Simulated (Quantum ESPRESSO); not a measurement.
```
K2Te
1.0
    0.00000     3.96092     3.96092
    3.96092     0.00000     3.96092
    3.96092     3.96092     0.00000
K Te
2 1
Direct
  0.75000   0.75000   0.75000
  0.25000   0.25000   0.25000
  0.00000   0.00000   0.00000
```

Cell and atoms were relaxed with LDA from Materials Project entry mp-1747, within its symmetry.

Task: What does LDA (pw.x of Quantum ESPRESSO, ONCV potentials, scalar-relativistic) give for the electronic structure near the Fermi level?

Result: The LDA gap is indirect, 2.15 eV, from 13 % of the way from K to Γ to Γ; the smallest direct gap is 2.25 eV. Another valence extremum on the path lies within 0.02 eV, too close to call. Spin-orbit coupling is left out, which matters for elements this heavy: edges can move by tenths of an eV.
